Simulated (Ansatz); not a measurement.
Values for one crystal, relaxed and computed with LDA in the plane-wave PAW code Ansatz; other levels are named.

| Quantity | Result |
|---|---|
| Volume per atom | 33.29 Å³ |
| Electronic character | metallic (no gap) |
| Young's modulus | 8.4 GPa |
| Bulk modulus (Birch–Murnaghan fit) | 9.1 GPa |
| Poisson's ratio | 0.35 |
| Hill bulk and shear moduli | 9.1 and 3.1 GPa |
| Elastic constants (relaxed ions, GPa) | C11 = 10.2, C12 = 8.6, C44 = 7.0 |

Task: Which of these materials gives this?
(A) Na, bcc (W type)
(B) Mg, hcp (Mg type)
(C) Al, fcc (Cu type)
(D) Tm, hcp (Mg type)

Result: A, Na, bcc (W type)

Space group Im-3m (bcc (W type)). The cell was relaxed with LDA under the symmetry of its start. As this level gives no gap, shear constants depend on the k-mesh and smearing (Fermi–Dirac, 0.1 eV here).

Potentials: the later of the program's two PAW sets.
